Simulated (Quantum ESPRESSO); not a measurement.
# HfRu7 in 5 site orders

All numbers below are calculated, not measured. They come from Quantum ESPRESSO 7.5, a public plane-wave density functional program. Each row is one single-point run on a made-up periodic cell of eight metal atoms, with elements, volume, strain and displacements drawn at random and not relaxed, so a cell may be unstable or far from any real phase. There is no spin polarisation or spin-orbit coupling.

Settings: PBE unless stated; PseudoDojo standard norm-conserving files; Fermi-Dirac width 0.25 eV, which means electrons at about 2900 K; cutoff 1143 eV; 9 x 5 x 3 k mesh shifted half a step off Gamma. E is the free energy of the whole cell (internal energy minus TS), so a -TS column is already part of it. Stress is positive in tension, and the pressure P is minus a third of its trace.

Checks: one run of this series was repeated at a higher cutoff and on a denser mesh, which moved values by no more than 0.005 eV, 0.07 GPa and 0.006 eV/Å, and a second program with other atomic files agreed on it to 2 % rms in force and 0.5 GPa in pressure. Known limits: heavy elements are run without spin-orbit coupling, which real alloys of them have; a spin test at this wide smearing found no moment, but such smearing suppresses magnetism that the real alloy may have.

The lattice is hexagonal close-packed, and the cell vectors in Å are (2.749, -0.050, -0.010); (1.434, -2.366, -4.424); (1.260, 7.054, -4.455), a volume of 114.56 Å³. The runs move one Hf atom among sites that otherwise hold Ru, on the same eight displaced sites. E is counted from run 1, and the rms force is over all 24 components. Nothing is relaxed, so E mixes bonding between neighbours with strain on unrelaxed sites, and it is not an ordering energy.

| run | elements on sites 1 to 8 | E (eV) | -TS (eV) | rms force (eV/Å) | largest force (eV/Å) | P (GPa) |
|---|---|---|---|---|---|---|
| 1 | Hf Ru Ru Ru Ru Ru Ru Ru | 0.000 | -1.652 | 0.681 | 1.89 | 8.76 |
| 2 | Ru Ru Hf Ru Ru Ru Ru Ru | 0.188 | -1.689 | 0.872 | 1.91 | 9.28 |
| 3 | Ru Ru Ru Ru Hf Ru Ru Ru | 0.210 | -1.681 | 0.805 | 2.45 | ? |
| 4 | Ru Ru Ru Ru Ru Ru Hf Ru | 0.279 | -1.672 | 0.858 | 2.43 | 9.29 |
| 5 | Ru Ru Ru Ru Ru Ru Ru Hf | 0.458 | -1.711 | 1.009 | 3.43 | 9.89 |

## Worked fit

A straight line through the runs shown gives P = 8.76 + 2.38 E GPa with E in eV, an error of 0.34 on the slope and a scatter of 0.11 GPa. At this fixed volume the orders of higher energy tend to have the higher pressure.

## Withheld value

Question: what pressure should run 3 give?

The fit gives 9.26 ± 0.12 GPa. The calculation gave 9.29 GPa.
